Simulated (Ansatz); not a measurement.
HfO2:
```
CELL_PARAMETERS angstrom
      4.83851     0.00000     0.00000
      0.00000     4.83851     0.00000
      0.00000     0.00000     3.22052
ATOMIC_POSITIONS crystal
  Hf 0.00000 0.00000 0.00000
  Hf 0.50000 0.50000 0.50000
  O  0.19492 0.80508 0.50000
  O  0.80508 0.19492 0.50000
  O  0.69492 0.69492 0.00000
  O  0.30508 0.30508 0.00000
```

Relaxed with r²SCAN.

Q: Map the electron localisation function on the plane through (0.000, 0.000, 0.000) spanned by u = [0, 0, 1] and v = [1, 1, 0] in lattice vectors, from DFT-r²SCAN in the program Ansatz with PAW potentials.

A: x is the fraction of u, y of v (the angle between them is 90°; rows are the nearest grid lines); atoms in the plane: Hf at (0.00, 0.00), Hf at (0.50, 0.50), O at (0.00, 0.69), O at (0.00, 0.31).
```
y \ x   0.000  0.0625  0.188  0.250  0.375  0.438  0.562  0.625  0.750  0.812  0.938   1.00
------  -----  ------  -----  -----  -----  -----  -----  -----  -----  -----  -----  -----
1.00    0.830   0.844  0.784  0.530  0.061  0.078  0.078  0.061  0.530  0.784  0.844  0.830
0.912   0.798   0.772  0.462  0.186  0.045  0.065  0.065  0.045  0.186  0.462  0.772  0.798
0.853   0.181   0.165  0.085  0.055  0.037  0.041  0.041  0.037  0.055  0.085  0.165  0.181
0.765   0.798   0.810  0.788  0.685  0.205  0.059  0.059  0.205  0.685  0.788  0.810  0.798
0.706   0.266   0.455  0.819  0.773  0.219  0.058  0.058  0.219  0.773  0.819  0.455  0.266
0.618   0.795   0.807  0.617  0.246  0.352  0.525  0.525  0.352  0.246  0.617  0.807  0.795
0.529   0.220   0.173  0.138  0.471  0.849  0.853  0.853  0.849  0.471  0.138  0.173  0.220
0.471   0.220   0.173  0.138  0.471  0.849  0.853  0.853  0.849  0.471  0.138  0.173  0.220
0.382   0.795   0.807  0.617  0.246  0.352  0.525  0.525  0.352  0.246  0.617  0.807  0.795
0.294   0.266   0.455  0.819  0.773  0.219  0.058  0.058  0.219  0.773  0.819  0.455  0.266
0.235   0.798   0.810  0.788  0.685  0.205  0.059  0.059  0.205  0.685  0.788  0.810  0.798
0.147   0.181   0.165  0.085  0.055  0.037  0.041  0.041  0.037  0.055  0.085  0.165  0.181
0.0882  0.798   0.772  0.462  0.186  0.045  0.065  0.065  0.045  0.186  0.462  0.772  0.798
0.000   0.830   0.844  0.784  0.530  0.061  0.078  0.078  0.061  0.530  0.784  0.844  0.830
```

The density is the valence pseudo-density with augmentation charge, so density and ELF within about 1 Å of a nucleus are not all-electron values.

Space group P4_2/mnm (rutile). The first step of the workflow began from a Materials Project structure, measured or hypothetical; the Crystallography Open Database copy checked does not list it. It is not the phase usual at ambient conditions (space group No. 14, 29). The cell was relaxed with r²SCAN under the symmetry of its start; of distortions, only those at the zone centre were tested. The run is not spin-polarised. Spin–orbit coupling is left out wherever it is not named.

Potentials: the earlier of the program's two PAW sets.
